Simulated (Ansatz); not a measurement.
Relaxed candidate structures of TiSi$_{2}$:

A. C2/m (No. 12), mS12; a = 8.8227 Å, b = 3.5104 Å, c = 7.2204 Å, α = 90.00°, β = 120.00°, γ = 90.00°; Ti 4i (0.309, 0.000, 0.240); Si 4i (0.346, 0.000, 0.629); Si 4i (0.029, 0.000, 0.859)

B. I-4m2 (No. 119), tI18; a = b = 5.0971 Å, c = 15.8011 Å, α = β = γ = 90.00°; Si 8g (0.250, 0.250, 0.000); Si 4e (0.000, 0.000, 0.371); Ti 4f (0.000, 0.500, 0.103); Ti 2c (0.000, 0.500, 0.250)

C. Fm-3m (No. 225), cF12, fluorite type; a = b = c = 5.931 Å, α = β = γ = 90.00°; Ti 4a (0.000, 0.000, 0.000); Si 8c (0.250, 0.250, 0.250)

D. P4/mmm (No. 123), tP3; a = 4.3948 Å, b = 4.3948 Å, c = 2.6632 Å, α = 90.00°, β = 90.00°, γ = 90.00°; Si 2f (0.000, 0.500, 0.000); Ti 1b (0.000, 0.000, 0.500)

E. P6/mmm (No. 191), hP3; a = b = 2.6709 Å, c = 7.9146 Å, α = β = 90.00°, γ = 120.00°; Si 2e (0.000, 0.000, 0.169); Ti 1b (0.000, 0.000, 0.500)

F. P-3m1 (No. 164), hP3; a = 2.8399 Å, b = 2.8399 Å, c = 6.2181 Å, α = 90.00°, β = 90.00°, γ = 120.00°; Ti 1a (0.000, 0.000, 0.000); Si 2d (0.333, 0.667, 0.335)

Task: Rank these by energy per atom (lowest first), as r2SCAN (plane waves to 500 eV, PAW, scalar-relativistic; Ansatz, an electronic-structure program) gives it.

Result: A (reference), D (+0.26 eV/atom), F (+0.29 eV/atom), C (+0.57 eV/atom), B (+0.93 eV/atom), E (+1.06 eV/atom)

The lowest structure calculated, Cmcm, oS12, AFLOW prototype A2B_oC12_63_2c_c (C49, as in ZrSi2), is not among these; it lies 0.17 eV/atom below the lowest of them. Probably no minimum, since a slightly shaken restart fell lower: Fm-3m, cF12, fluorite type (by 0.57 eV/atom, to C2/m); P-3m1, hP3 (by 0.28 eV/atom, to P4/mmm). 1 run with a doubtful electronic state, a coarser numerical grid, an end not at rest or a source that can't be used is left out. 1 generated cell of layers, chains or molecules, poorly bound without dispersion, is left out. Each run could gain symmetry but not lose that of its start, so entries can be saddle points. All of these are generated cells (placed on structure types, drawn at random, substituted or restacked) that were not matched to a known phase here. Static energies at zero pressure. Each cell has its own k-point mesh; energy differences are given only to the digits this allows. No spin polarisation in the result. A magnetic state may lie lower.
